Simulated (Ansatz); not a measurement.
Input file for Ansatz (a program for electronic structure):

Ansatz 0.2 input:
```yaml
crystal:
  lattice:
    - [3.1548018263, 0.0, 0.0]
    - [-1.5774009132, 2.7321385255, 0.0]
    - [0.0, 0.0, 3.5065417485]
  atoms:
    - { symbol: Zr, position: [0.0, 0.0, 0.0] }
    - { symbol: B, position: [0.3333333333, 0.6666666667, 0.5] }
    - { symbol: B, position: [0.6666666667, 0.3333333333, 0.5] }
kpoints:
  mp_grid: { grid: [31, 31, 24] }
hamiltonian:
  xc: pbesol
  pseudopotentials: { kind: paw }
scf:
  occupations: { method: fermi_dirac, width: 0.1 }
elastic: { mode: relaxed_ion, stencil: two_point, amplitude: 0.005, f_tol: 0.0005 }
```

Output (shortened):

```
Pseudopotentials: kind: paw
Pseudopotential: Zr, paw, valence charge 12
Pseudopotential: B, paw, valence charge 3
Functional definition: PBEsol
Crystal: 3 atoms, lattice volume = 30.224 Å³
Basis set: ecut = 420 eV, 563 PW (Γ), exchange–correlation on 48×48×48 points (8 copies of the dense FFT grid, shifted against one another)
Bands: 13, of which v1, the nominal top of the filled ones, is band 9 counted from 1 (8 counted from 0)
Symmetry: 24 space group operations
Space group: P6/mmm (ITA 191), of the structure as read, at distance tolerance 3.1e-5 Å
k-points: 1248 of 23064
PAW frozen core: Zr, regenerated for the run's functional, and the local potential with it
PAW frozen core: B, regenerated for the run's functional, and the local potential with it
Initial wavefunctions: pseudopotential atomic-orbital guess
Eigensolver: davidson
Functional: x = pbesol(κ = 0.804, μ = 0.12345679012345678), c = pbesol(β = 0.046)
all-band conjugate gradients solve this SCF's bands
SCF 1 converged in 9 iterations: F = -4437.224280 eV  dr2 = 1.67e-15
Crystal: 3 atoms, lattice volume = 30.073 Å³
Symmetry: 8 space group operations
k-points: 3328 of 23064
Initial density: handed on by an earlier stage of this run
Initial wavefunctions: pseudopotential atomic-orbital guess (no wavefunctions were taken with the density)
SCF 2 converged in 9 iterations: F = -4437.222817 eV  dr2 = 5.79e-15
relax step   1: F+E_penalty+E_count = -4437.22281746 eV  Δ(F+E_penalty+E_count) = +0.000e0 eV  max|allowed force component| = 7.360e-3 eV/Å  Δτ_max = 0.0000 Å  (9 SCF iters, accepted)
density extrapolation: transplant  |δρ|_rms = 3.179e-2 e/Å³  SAD shift = 3.836e-5 e/Å³
Crystal: 3 atoms, lattice volume = 30.073 Å³
Initial wavefunctions: those handed on with the density
SCF 3 converged in 9 iterations: F = -4437.222819 eV  dr2 = 0.0
relax step   2: F+E_penalty+E_count = -4437.22281892 eV  Δ(F+E_penalty+E_count) = -1.461e-6 eV  max|allowed force component| = 4.239e-3 eV/Å  Δτ_max = 0.0001 Å  (9 SCF iters, accepted)
density extrapolation: transplant  |δρ|_rms = 3.179e-2 e/Å³  SAD shift = 5.208e-5 e/Å³
Crystal: 3 atoms, lattice volume = 30.073 Å³
SCF 4 converged in 9 iterations: F = -4437.222820 eV  dr2 = 0.0
relax step   3: F+E_penalty+E_count = -4437.22281964 eV  Δ(F+E_penalty+E_count) = -7.253e-7 eV  max|allowed force component| = 2.860e-6 eV/Å  Δτ_max = 0.0002 Å  (9 SCF iters, accepted)
Crystal: 3 atoms, lattice volume = 30.073 Å³
SCF 5 converged in 10 iterations: F = -4437.222820 eV  dr2 = 2.98e-18
Crystal: 3 atoms, lattice volume = 30.375 Å³
Basis set: ecut = 420 eV, 567 PW (Γ), exchange–correlation on 48×48×48 points (8 copies of the dense FFT grid, shifted against one another)
SCF 6 converged in 8 iterations: F = -4437.222969 eV  dr2 = 4.22e-15
relax step   1: F+E_penalty+E_count = -4437.22296855 eV  Δ(F+E_penalty+E_count) = +0.000e0 eV  max|allowed force component| = 8.261e-3 eV/Å  Δτ_max = 0.0000 Å  (8 SCF iters, accepted)
density extrapolation: transplant  |δρ|_rms = 3.115e-2 e/Å³  SAD shift = 1.011e-4 e/Å³
Crystal: 3 atoms, lattice volume = 30.375 Å³
SCF 7 converged in 9 iterations: F = -4437.222971 eV  dr2 = 0.0
relax step   2: F+E_penalty+E_count = -4437.22297135 eV  Δ(F+E_penalty+E_count) = -2.798e-6 eV  max|allowed force component| = 1.271e-4 eV/Å  Δτ_max = 0.0003 Å  (9 SCF iters, accepted)
Crystal: 3 atoms, lattice volume = 30.375 Å³
SCF 8 converged in 10 iterations: F = -4437.222971 eV  dr2 = 1.07e-18
density extrapolation: transplant  |δρ|_rms = 3.146e-2 e/Å³  SAD shift = 4.544e-3 e/Å³
Crystal: 3 atoms, lattice volume = 30.073 Å³
SCF 9 converged in 7 iterations: F = -4437.223196 eV  dr2 = 9.73e-14
density extrapolation: first-order (α = -2.000)  |δρ|_rms = 3.146e-2 e/Å³  SAD shift = 4.507e-3 e/Å³
Crystal: 3 atoms, lattice volume = 30.375 Å³
SCF 10 converged in 5 iterations: F = -4437.223223 eV  dr2 = 5.18e-15
Crystal: 3 atoms, lattice volume = 30.224 Å³
Symmetry: 4 space group operations
k-points: 5968 of 23064
SCF 11 converged in 7 iterations: F = -4437.223653 eV  dr2 = 9.39e-14
relax step   1: F+E_penalty+E_count = -4437.22365324 eV  Δ(F+E_penalty+E_count) = +0.000e0 eV  max|allowed force component| = 1.660e-4 eV/Å  Δτ_max = 0.0000 Å  (7 SCF iters, accepted)
Crystal: 3 atoms, lattice volume = 30.224 Å³
SCF 12 converged in 8 iterations: F = -4437.223653 eV  dr2 = 2.04e-17
Crystal: 3 atoms, lattice volume = 30.224 Å³
SCF 13 converged in 7 iterations: F = -4437.223653 eV  dr2 = 9.36e-14
relax step   1: F+E_penalty+E_count = -4437.22365324 eV  Δ(F+E_penalty+E_count) = +0.000e0 eV  max|allowed force component| = 1.660e-4 eV/Å  Δτ_max = 0.0000 Å  (7 SCF iters, accepted)
Crystal: 3 atoms, lattice volume = 30.224 Å³
SCF 14 converged in 8 iterations: F = -4437.223653 eV  dr2 = 1.94e-17
SCF converged after 9 iterations
Free energy (F): -4437.224280 eV
Harris-Foulkes:  -4437.224280 eV  (|F-HF|=2.73e-12)
Internal energy: -4437.215134 eV  (E = F + TS)
E sigma→0 (E₀):  -4437.219707 eV
Entropy (-TS):   -0.009146 eV (-3.049 meV/atom)
Fermi energy:    15.979749 eV
--- Per-component energies (eV) ---
  E_band       = -21.025868
  E_kinetic    = 436.353667
  E_local      = -549.340352  (includes V_loc(G=0)·N_el)
  E_nonlocal   = 102.329861
  E_hartree    = 173.772043
  E_xc         = -227.987034
  E_vxc        = -271.266887  (∫ρ·V_xc dr)
  E_paw        = -3050.803187  (= ΣΔE_a)
  E_vpaw       = -86.646260  (= ΣTr[D̂ρ^β])
  E_aug_tail   = 0.000016  (compensation charges beyond the density's cutoff)
  E_ewald      = -1321.735291
  E_core_change = 0.195142  (= ΣΔE_core)
  E_smearing   = -0.009146  (= −TS)
  E_closure    = 0.000000  (closes the sum)
  Σ components = -4437.224280   (vs F -4437.224280, Δ=0.00e0)
--- Forces (eV/Å), atoms counted from 1 ---
  atom   1  Zr     0.00000000     0.00000000     0.00000000
  atom   2  B      0.00000000     0.00000000     0.00000000
  atom   3  B      0.00000000     0.00000000     0.00000000
  max |Σ_I F_I| component: 3.70e-17 eV/Å
--- Stress (GPa, compression-positive) ---
        0.065372       0.000000       0.000000
        0.000000       0.065372       0.000000
        0.000000       0.000000       0.002430
  P = ⅓ Tr σ = 0.0444 GPa (0.444 kbar)
  The stress holds the Pulay correction. Without it, at fixed plane waves, as pw.x and ABINIT print it: P = -0.1459 GPa
  The stress includes an estimate of the error left by incomplete SCF convergence (largest component  0.0000 GPa; it does not cover the PAW one-centre terms).
--- Band table (eV; the first three rows and the last of 1248) ---
  k-point 0: bands = ["-32.4700", "-10.7061", "-10.1191", "-10.1191", "3.1971", "13.2996", "13.2996", "13.3223", "13.6853", "19.4405", "19.4405", "20.2766", "20.2766"]
  k-point 1: bands = ["-32.4697", "-10.7133", "-10.1186", "-10.1186", "3.2244", "13.0299", "13.3164", "13.3164", "13.9690", "19.2574", "19.2574", "20.2191", "20.2191"]
  k-point 2: bands = ["-32.4686", "-10.7343", "-10.1172", "-10.1172", "3.3053", "12.6003", "13.3665", "13.3665", "14.3744", "18.8656", "18.8656", "20.0525", "20.0525"]
  k-point 1247: bands = ["-32.3085", "-10.8106", "-10.7904", "-10.7276", "7.0320", "7.3374", "11.0552", "13.2575", "13.3265", "20.1659", "22.1082", "22.2751", "22.5570"]
  band table: 13 of 13 bands, residual norms ≤ 1.0e-3 eV
--- Elastic constants: 3 strain directions × 2 members + reference (group order 24) ---
  dense FFT box of the reference and of every strained cell: 24×24×24
  strains applied: 11, 33, 23; error gains …
  C = ∂σ_k/∂η_j (tension-positive GPa; Voigt order 11 22 33 23 13 12):
       587.340     56.110    128.866      0.000      0.000      0.000
        56.110    587.340    128.866      0.000      0.000      0.000
       128.801    128.801    453.974      0.000      0.000      0.000
         0.000      0.000      0.000    266.313      0.000      0.000
         0.000      0.000      0.000      0.000    266.313      0.000
         0.000      0.000      0.000      0.000      0.000    265.615
  reference stress σ⁰ (GPa):     -0.065     -0.065     -0.002      0.000      0.000      0.000
  moduli (Voigt/Reuss/Hill, GPa): K = 250.69/249.90/250.30   G = 247.31/239.82/243.56   E = 551.73   ν = 0.133
  mechanically stable: yes (min eigenvalue of sym C = 265.62 GPa)
  strain η (Voigt 11):  stress-route row diagonal C_11 = 587.34 GPa, energy-path curvature d²(F+E_count+ΔE)/dδ²/Ω₀ = 587.31 GPa
         δ    σ_11 (GPa)             F (eV)   n_scf  n_hpsi   n_pw
    -5.000e-3      -3.0476       -4437.2228196      10  806531    604   relax 3 steps, max|allowed force component| 2.86e-6 eV/Å
     5.000e-3       2.8258       -4437.2229713      10  806122    612   relax 2 steps, max|allowed force component| 1.27e-4 eV/Å
  strain η (Voigt 33):  stress-route row diagonal C_33 = 453.97 GPa, energy-path curvature d²(F+E_count+ΔE)/dδ²/Ω₀ = 453.96 GPa
         δ    σ_33 (GPa)             F (eV)   n_scf  n_hpsi   n_pw
    -5.000e-3      -2.3027       -4437.2231958       7  306593    603   relax 0 steps, max|allowed force component| 1.97e-16 eV/Å
     5.000e-3       2.2371       -4437.2232232       5  245018    612   relax 0 steps, max|allowed force component| 1.23e-17 eV/Å
  strain η (Voigt 23):  stress-route row diagonal C_44 = 266.31 GPa, energy-path curvature d²(F+E_count+ΔE)/dδ²/Ω₀ = 266.33 GPa
         δ    σ_23 (GPa)             F (eV)   n_scf  n_hpsi   n_pw
    -5.000e-3      -1.3316       -4437.2236532       8  1292310    609   relax 1 steps, max|allowed force component| 1.66e-4 eV/Å
     5.000e-3       1.3316       -4437.2236532       8  1292102    609   relax 1 steps, max|allowed force component| 1.66e-4 eV/Å
```

Cost: roughly 17 core-minutes on shared cores.

The PBEsol relaxation kept the symmetry of its start; of distortions, only those at the zone centre were tested. The run is not spin-polarised. As this level gives no gap, shear constants depend on the k-mesh and smearing (Fermi–Dirac, 0.1 eV here). Scalar-relativistic: spin–orbit coupling is off unless named, which matters more the heavier the elements.

Potentials: the later of the program's two PAW sets.

Ansatz is a plane-wave DFT program.
